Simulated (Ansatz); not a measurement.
Ta4N3 (I4/mmm), a sublattice moved along a line

Method: DFT PBEsol, scalar-relativistic, plane waves, PAW (Ansatz). The runs took a 420 eV cutoff, a Γ-centred 12×12×12 mesh and Gaussian smearing (0.15 eV). Spin–orbit coupling is left out, which can shift energies with elements as heavy as these. No spin polarisation. Energies are free energies at this smearing, counted from the undisturbed cell; pressure is positive in compression.

Reference structure (relaxed at this level; it needn't be the usual structure):

```yaml
crystal:
  lattice:
    - [-2.17857, 2.17857, 4.27268]
    - [2.17857, -2.17857, 4.27268]
    - [2.17857, 2.17857, -4.27268]
  atoms:
    - { symbol: Ta, position: [0.00000, 0.50000, 0.50000] }
    - { symbol: Ta, position: [0.26075, 0.26075, 0.00000] }
    - { symbol: Ta, position: [0.50000, 0.00000, 0.50000] }
    - { symbol: Ta, position: [0.73925, 0.73925, 0.00000] }
    - { symbol: N, position: [0.75000, 0.25000, 0.50000] }
    - { symbol: N, position: [0.00000, 0.00000, 0.00000] }
    - { symbol: N, position: [0.25000, 0.75000, 0.50000] }
```

Every Ta atom is moved by x along the Cartesian unit vector (0.000, 0.000, -1.000); the cell and all other atoms stay fixed. The cell is metallic on the mesh throughout.

```
  x (Å)  ΔE (meV/cell) force along x on the moved atoms (eV/Å)
-0.5000         7914.0                                    42.75
-0.2500         1570.7                                    13.15
 0.0000            0.0                                     0.00
 0.3750         3827.2                                   -24.10
```

Cost: 4 runs of about 6 core-minutes in all, on Intel Xeon Processor @ 2.50GHz (Skylake/Cascade Lake) (shared hosts).